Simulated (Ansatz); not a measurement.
**An elastic constant from a strain scan in MoN2**

The calculation used DFT PBEsol, scalar-relativistic, plane waves, PAW in Ansatz 0.2.0. Cutoff 420 eV, Γ-centred 12×12×18 k-points, Gaussian smearing of 0.15 eV. No spin polarisation. Energies are free energies at this smearing, counted from the undisturbed cell; pressure is positive in compression.

The undisturbed cell (relaxed at this level; with this scan's settings it stands at 0.1 GPa; it needn't be the usual structure):

```
Mo N
1.0
     4.28665    0.00000    0.00000
     0.00000    4.28665    0.00000
     0.00000    0.00000    2.72843
Mo N
2 4
Direct
  0.50000 0.50000 0.00000
  0.00000 0.00000 0.00000
  0.88730 0.38730 0.50000
  0.11270 0.61270 0.50000
  0.38730 0.11270 0.50000
  0.61270 0.88730 0.50000
```

The cell is strained by ε times the Voigt pattern (0, 0, 0, 0, 0, 1) (xx, yy, zz, yz, xz, xy; engineering shear) with fractional coordinates fixed. The cell holds 6 atoms in V0 = 50.14 Å³. The stress column is τ = (1/V0) dE/dε, got from the stress tensor σ (compression positive) at each point as −det(1 + εP) σ : P(1 + εP)⁻¹, with P the pattern as a tensor.

| ε | ΔE (meV/atom) | τ (GPa) |
| --- | --- | --- |
| -0.0175 | 2.430 | -5.350 |
| -0.0150 | 1.784 | -4.577 |
| -0.0125 | 1.243 | -3.806 |
| -0.0100 | 0.792 | -3.038 |
| -0.0075 | 0.447 | -2.274 |
| -0.0050 | 0.200 | -1.514 |
| -0.0025 | 0.052 | -0.756 |
| 0.0000 | 0.000 | 0.000 |
| 0.0025 | 0.052 | 0.756 |
| 0.0050 | 0.200 | 1.514 |
| 0.0075 | 0.447 | 2.274 |
| 0.0100 | 0.792 | 3.038 |
| 0.0125 | 1.243 | 3.806 |
| 0.0150 | 1.784 | 4.577 |
| 0.0175 | 2.430 | 5.350 |
| 0.0200 | ? | ? |

Task: Which combination of elastic constants does this scan measure, and how large is it?

Result: For small ε, τ = τ0 + Kε with K = pᵀCp, which for this pattern is C66 in the Cartesian frame shown. The parabola through τ at ε = -0.0025, 0 and 0.0025 has slope K = 302 GPa at zero. The energies per cell, E = NΔE, of the wider pair ε = ±0.0175 give K = 2[E(ε₊)/ε₊ − E(ε₋)/ε₋]/[(ε₊ − ε₋)V0] = 304 GPa, in agreement. These are clamped-ion values.

Task: Predict the withheld row at ε = 0.0200 from the harmonic law, and compare.

Result: ΔE = V0(τ0 ε + Kε²/2)/N = 3.154 meV/atom and τ = 6.05 GPa. The calculation gives 3.180 meV/atom and 6.12 GPa, a miss of 0.8 % of the harmonic energy, so the harmonic law still holds here.

Forces appear on the atoms along this scan, and letting them relax would lower the energy and soften the response. In a metal these slopes depend on the k mesh and the smearing.

Cost: 9 runs of about 4.8 core-minutes in all, on Arm Neoverse V1 (shared hosts).